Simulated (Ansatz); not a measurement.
The calculation used Ansatz, DFT PBE, scalar-relativistic, plane waves, PAW. All cells share a 420 eV cutoff and Γ-centred k meshes spaced at most about 0.3 Å⁻¹ (about 0.25 or finer for metals, 2π included). No spin polarisation in the final relaxations.

Temperature and zero-point effects are left out. All come from trial cells, and lower structures may exist.

**Question.** These unrelaxed guesses for LiSi3N2 are each relaxed within their symmetry. Order them by the energy at which they end, lowest first.
A.

Space group P6/mmm (No. 191). a = 5.421 Å, b = 5.421 Å, c = 2.967 Å, α = 90.00°, β = 90.00°, γ = 120.00°
| atom | site | symmetry | x | y | z |
| --- | --- | --- | --- | --- | --- |
| Li | 1a | 6/mmm | 0.0000 | 0.0000 | 0.0000 |
| Si | 3g | mmm | 0.0000 | 0.5000 | 0.5000 |
| N | 2c | -6m2 | 0.6667 | 0.3333 | 0.0000 |

B.

Space group C2/m (No. 12). a = 9.849 Å, b = 4.288 Å, c = 3.263 Å, α = 90.00°, β = 101.34°, γ = 90.00°
| atom | site | symmetry | x | y | z |
| --- | --- | --- | --- | --- | --- |
| Li | 2a | 2/m | 0.0000 | 0.0000 | 0.0000 |
| Si | 4i | m | 0.6467 | 0.5000 | 0.5892 |
| Si | 2b | 2/m | 0.0000 | 0.5000 | 0.0000 |
| N | 4i | m | 0.8358 | 0.5000 | 0.4214 |

C.

Space group P-4m2 (No. 115). a = 3.147 Å, b = 3.147 Å, c = 6.992 Å, α = 90.00°, β = 90.00°, γ = 90.00°
| atom | site | symmetry | x | y | z |
| --- | --- | --- | --- | --- | --- |
| Li | 1b | -4m2 | 0.5000 | 0.5000 | 0.0000 |
| Si | 2g | 2mm. | 0.5000 | 0.0000 | 0.3835 |
| Si | 1a | -4m2 | 0.0000 | 0.0000 | 0.0000 |
| N | 2g | 2mm. | 0.5000 | 0.0000 | 0.7399 |

D.

Space group P4/mmm (No. 123). a = 3.088 Å, b = 3.088 Å, c = 9.780 Å, α = 90.00°, β = 90.00°, γ = 90.00°
```json
{"atom": "Li", "site": "1a", "symmetry": "4/mmm", "x": "0.0000", "y": "0.0000", "z": "0.0000"}
{"atom": "Si", "site": "2h", "symmetry": "4mm", "x": "0.5000", "y": "0.5000", "z": "0.1787"}
{"atom": "Si", "site": "1d", "symmetry": "4/mmm", "x": "0.5000", "y": "0.5000", "z": "0.5000"}
{"atom": "N", "site": "2g", "symmetry": "4mm", "x": "0.0000", "y": "0.0000", "z": "0.3334"}
```

**Answer.** C (ends in P-4m2, 0 meV/atom), D (ends in P4/mmm, 190 meV/atom), B (ends in Cmmm, 260 meV/atom), A (ends in P6/mmm, 0.79 eV/atom).

In P-4m2, P4/mmm, Cmmm, P6/mmm an odd number of electrons in the primitive cell allows no gap without spin; a larger cell or a magnetic state could open one. Cells relaxed within their symmetry can be saddle points. Some structure types and database cells were kept out of the candidates from the start, so a known form may be missing.
